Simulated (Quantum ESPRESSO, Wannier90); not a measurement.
## Tight-binding from DFT: GaBi (zinc blende)

```
begin unit_cell_cart
ang
    0.0000000000    3.1826650000    3.1826650000
    3.1826650000    0.0000000000    3.1826650000
    3.1826650000    3.1826650000    0.0000000000
end unit_cell_cart
begin atoms_frac
Ga  -0.2500000000 -0.2500000000 -0.2500000000
Bi   0.0000000000  0.0000000000  0.0000000000
end atoms_frac
```

Cell from Materials Project (mp-1018126), symmetrised, no further relaxation. Not found in the COD (Crystallography Open Database) copy used; not checked further. Level: LDA, no spin polarisation, no spin-orbit coupling; pw.x of Quantum ESPRESSO at 64 Ry with PseudoDojo potentials, 8×8×8 k-points, Wannier90. Density: 12×12×12 mesh, cold smearing 0.01 Ry. Spin-orbit coupling is left out although heavy elements are present.

A tight-binding model is made by disentanglement and projection with no localisation steps (num_iter = 0), so the 8 orbitals stay atom-like: hydrogen-like Ga: s;p; Bi: s;p, axes along x, y, z; frozen window up to 1.50 eV relative to the Fermi level. It follows pw.x to 3.9 meV rms for states up to 1.0 eV relative to the Fermi level. Matrix elements depend on this choice of orbitals and windows.

Question: Which pairs of orbitals on different sites are coupled most strongly? Give distance, modulus and how many such pairs a cell has.

Answer: 
```
orbital  orbital  distance of the centres (Å)  modulus (eV)  pairs
-------  -------  ---------------------------  ------------  -----
Bi pz      Ga px                         2.76          1.15      4
Bi px      Ga py                         2.76          1.15      4
Bi py      Ga px                         2.76          1.15      4
Bi pz      Ga py                         2.76          1.15      4
Bi py      Ga pz                         2.76          1.15      4
Bi px      Ga pz                         2.76          1.15      4
Bi s        Ga s                         2.76          1.11      4
Bi s       Ga py                         2.76          1.10      4
Bi s       Ga px                         2.76          1.10      4
Bi s       Ga pz                         2.76          1.10      4
Bi pz       Ga s                         2.76          1.09      4
Bi py       Ga s                         2.76          1.09      4
Bi px       Ga s                         2.76          1.09      4
Ga pz      Ga pz                         4.50          0.31      2
Ga px      Ga px                         4.50          0.31      2
Ga py      Ga py                         4.50          0.31      2
Bi pz      Bi pz                         4.50          0.29      2
Bi py      Bi py                         4.50          0.29      2
Bi px      Bi px                         4.50          0.29      2
Ga py      Ga py                         4.50          0.13      4
Ga px      Ga px                         4.50          0.13      4
Ga pz      Ga pz                         4.50          0.13      4
Bi px      Bi px                         4.50          0.12      4
Bi pz      Bi pz                         4.50          0.12      4
Bi py      Bi py                         4.50          0.12      4
Ga px       Ga s                         4.50          0.11      4
Ga py       Ga s                         4.50          0.11      4
Ga pz       Ga s                         4.50          0.11      4
Bi pz      Ga pz                         2.76          0.10      4
Bi py      Ga py                         2.76          0.10      4
```
